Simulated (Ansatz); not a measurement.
NaCl (rock salt, Fm-3m), PBEsol in the plane-wave PAW code Ansatz. The conduction-band minimum lies at Γ, with 1 equivalent valley. Second derivatives d²E/dk² of the lowest band at one valley (eV·Å²), along Cartesian directions:

```json
[
 {"direction": "[100]", "d²E/dk²": "19.63"},
 {"direction": "[010]", "d²E/dk²": "19.63"},
 {"direction": "[001]", "d²E/dk²": "19.63"},
 {"direction": "[110]", "d²E/dk²": "19.63"},
 {"direction": "[101]", "d²E/dk²": "19.63"},
 {"direction": "[011]", "d²E/dk²": "19.63"}
]
```

Problem. Find the principal effective masses, the density-of-states mass and the conductivity mass.

Solution. Off-diagonal terms follow from H_xy = H[110] − (H_xx + H_yy)/2, and m*/mₑ = 7.620 eV·Å² over each eigenvalue: 0.39, 0.39, 0.39. One valley's DOS mass (m₁m₂m₃)^(1/3) = 0.39, conductivity mass 3/(Σ 1/mᵢ) = 0.39 mₑ.

Problem. What effective density of states Nc follows at 300 K for parabolic valleys?

Solution. Nc = 2.509e19 × 1 × (0.39)^(3/2) ≈ 6.1e18 cm⁻³.

Problem. With the computed static dielectric constant 6.02 (mean of the diagonal), estimate a hydrogenic donor's binding energy and radius.

Solution. E = 13.606 eV × 0.39/6.02² ≈ 150 meV; a = 0.529 Å × ε/m* ≈ 8.2 Å. Semilocal masses tend to be too small when the gap is underestimated.

Problem. With ε∞ = 2.56 and ω_LO = 255 cm⁻¹, what Fröhlich coupling constant follows?

Solution. α = (1/ε∞ − 1/ε0) √(m* × 13.606 eV/ħω_LO) = 2.9.

Symmetry was held in the PBEsol relaxation.

Potentials: the earlier of the program's two PAW sets. The files were generated under PBE; for other functionals the program regenerates the frozen cores, and for LDA and PBEsol the local potential too.
